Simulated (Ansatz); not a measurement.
An elastic tensor (GPa, Voigt order, standard axes) from PBEsol (plane waves, PAW; program Ansatz):

```
 313   150   122   1.0   0.0   0.0
 150   313   122  -1.0   0.0   0.0
 122   122   249   0.0   0.0   0.0
 1.0  -1.0   0.0  71.0   0.0   0.0
 0.0   0.0   0.0   0.0  71.0   1.0
 0.0   0.0   0.0   0.0   1.0  81.5
```

**Question.** Which of these materials gives this?
A. CoPtO2, R-3m (Co on 3b, Pt on 3a, O on 6c)
B. ZnSnO3, R3c (Zn on 6a, Sn on 6a, O on 18b)
C. Cs2NbF6, P-3m1 (Cs on 2d, Nb on 1a, F on 6i)
D. MgCO3, R-3c (Mg on 6b, C on 6a, O on 18e)

**Answer.** B, ZnSnO3, R3c (Zn on 6a, Sn on 6a, O on 18b)

The PBEsol relaxation kept the symmetry of its start. Scalar-relativistic: spin–orbit coupling is off unless named, which matters more the heavier the elements.

Potentials: the later of the program's two PAW sets.
